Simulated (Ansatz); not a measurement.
# 5 guesses for Zr₂BiN₂ and where they end

Theory: DFT PBE, scalar-relativistic, plane waves, PAW (Ansatz). All cells share a 420 eV cutoff and Γ-centred k meshes spaced at most about 0.3 Å⁻¹ (about 0.25 or finer for metals, 2π included). No spin polarisation in the final relaxations.

Each guess was relaxed in cell and atoms at zero pressure, within the symmetry of its start. Temperature and zero-point effects are left out. Coordination counts N atoms around Bi and Zr (those within 1.25 times the shortest such distance or 1.15 times the sum of covalent radii; a plus sign parts nearer from farther groups; the shortest distance is added where it is long for a bond).

| guess | made from | start group | V start (Å³/atom) | end group | V end (Å³/atom) | coordination at the end | gap on mesh (eV) | E over the lowest end (meV/atom) |
| --- | --- | --- | --- | --- | --- | --- | --- | --- |
| 1 | random cell | P4/mmm | 18.0 | P4/mmm | 29.7 | Zr 2, Bi 8 from 3.6 Å | 0 | 737 |
| 2 | random cell | P4mm | 18.7 | P4/mmm | 22.2 | Zr 4, Bi 2 | 0 | 299 |
| 3 | CeMg2Si2 type | P4/mmm | 18.8 | P4/mmm | 17.6 | Zr 4, Bi 8+8 from 3.5 Å | 0 | 0 |
| 4 | YbB2C2 type | P4_2/mmc | 14.0 | ? | ? | ? | ? | ? |
| 5 | La2Cu2I type | P-6m2 | 17.7 | P-6m2 | 20.8 | Zr 6, Bi 6 from 3.5 Å | 0 | 1219 |

Guess 4 as it starts:

```yaml
crystal:
  lattice:
    - [4.15301, 0.00000, 0.00000]
    - [0.00000, 4.15301, 0.00000]
    - [0.00000, 0.00000, 8.12902]
  atoms:
    - { symbol: Zr, position: [0.21901, 0.50000, 0.00000] }
    - { symbol: Zr, position: [0.78099, 0.50000, 0.00000] }
    - { symbol: Zr, position: [0.50000, 0.21901, 0.50000] }
    - { symbol: Zr, position: [0.50000, 0.78099, 0.50000] }
    - { symbol: Bi, position: [0.00000, 0.00000, 0.75000] }
    - { symbol: Bi, position: [0.00000, 0.00000, 0.25000] }
    - { symbol: N, position: [0.50000, 0.18437, 0.00000] }
    - { symbol: N, position: [0.50000, 0.81563, 0.00000] }
    - { symbol: N, position: [0.81563, 0.50000, 0.50000] }
    - { symbol: N, position: [0.18437, 0.50000, 0.50000] }
```

**Question.** Predict the end of this guess and its energy over the lowest end.

**Answer.** It ends in space group P4_2/mmc (No. 131), with a = 5.160 Å, c = 6.623 Å, 17.6 Å³/atom and no gap. It lies 0.45 eV/atom over the lowest end, above guess 2 and below guess 1. Counting N atoms around Bi and Zr, this end has Zr 2, Bi 8 from 3.1 Å and the lowest (guess 3) has Zr 4, Bi 8+8 from 3.5 Å. This end and the lowest (guess 3) both hold N–N pairs.

```
Zr Bi N
1.0
     5.16000    0.00000    0.00000
     0.00000    5.16000    0.00000
     0.00000    0.00000    6.62280
Zr Bi N
4 2 4
Direct
  0.25586 0.50000 0.00000
  0.74414 0.50000 0.00000
  0.50000 0.25586 0.50000
  0.50000 0.74414 0.50000
  0.00000 0.00000 0.75000
  0.00000 0.00000 0.25000
  0.50000 0.12303 0.00000
  0.50000 0.87697 0.00000
  0.87697 0.50000 0.50000
  0.12303 0.50000 0.50000
```

The zero of energy is the elements' standard structures at the same level (N₂ as a molecule); no fitted shifts are applied.

**Question.** Is the lowest end bound against the elements?

**Answer.** Yes: its formation energy is −0.28 eV/atom. Whether it is stable depends on the other phases of the system, which aren't compared here.

Spin–orbit coupling, which can matter for Bi, is left out. Cells relaxed within their symmetry can be saddle points. A lower structure may well exist outside this small set. Some types were kept out of the candidates beforehand, so the set may lack a known form.
